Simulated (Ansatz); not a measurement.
**Calculated ¹⁷O NMR of the central transition for SiO₂**

Cell: a structure deposited in the COD.

Space group P4_12_12 (No. 92); a = 4.6320, c = 6.2090 Å.

| site | Wyckoff | site symmetry | x | y | z |
| --- | --- | --- | --- | --- | --- |
| Si | 4a | ..2 | 0.3353 | 0.3353 | 0.0000 |
| O | 8b | 1 | 0.2276 | 0.1768 | 0.2228 |

One atom of each set is listed.

Level of theory: DFT, PBE, plane waves and PAW (field gradients read without the response of the frozen cores, which leaves them typically 4 to 6 % off), scalar-relativistic, 420 eV cutoff, Γ-centred 5×5×4 k-points, Fermi–Dirac smearing 0.02 eV (Ansatz 0.2.0).

¹⁷O has I = 5/2 and Q = -25.58 mb (Pyykkö 2018); at 7.05 T its Larmor frequency is ν₀ = 40.7 MHz. Only the quadrupole interaction is simulated: positions count from each site's isotropic chemical shift, and shift anisotropy, dipolar and J coupling are left out.

**Question.** Simulate the second-order pattern (static powder, Gaussian broadening 1 kHz) of site O (2 Si at 1.62–1.64 Å, angle 125°).

**Answer.** The calculation gives C_Q = -5.08 MHz and η = 0.60, so ν_Q = 0.763 MHz and the centre of gravity lies at -105 ppm (-4.27 kHz).

offset (kHz), height and a bar:
```
   -22.08          0 
   -20.59         14 ####
   -19.11         40 ############
   -17.63         42 #############
   -16.15         45 #############
   -14.66         47 ##############
   -13.18         50 ###############
   -11.70         54 ################
   -10.22         59 ##################
    -8.73         65 ####################
    -7.25         75 ######################
    -5.77         97 #############################
    -4.29        100 ##############################
    -2.81         83 #########################
    -1.32         79 ########################
     0.16         79 ########################
     1.64         72 ######################
     3.12         94 ############################
     4.61         90 ###########################
     6.09         47 ##############
     7.57         41 ############
     9.05         36 ###########
    10.54         13 ####
    12.02          0
```

At O V_zz runs parallel to the line that joins its two neighbours (within 2°).

At this cell the PBE pressure is 8 GPa, so with PBE the cell would grow if it were relaxed. The largest force is 0.8 eV/Å, so the atoms aren't at the calculated equilibrium and relaxing them would move these values. The cell is 22 % smaller than that of α-cristobalite at ambient conditions, so the entry probably stands for a crystal under pressure.

The run took 6.3 s of wall time (6.2 s of CPU time) and 0.41 GiB at its peak, on 1 thread of AMD EPYC 9R14 (Zen 4) (x86_64; 16 cores open to the job, memory cap 3.0 GiB, no GPU), a shared host with a load of 0.2 a core.
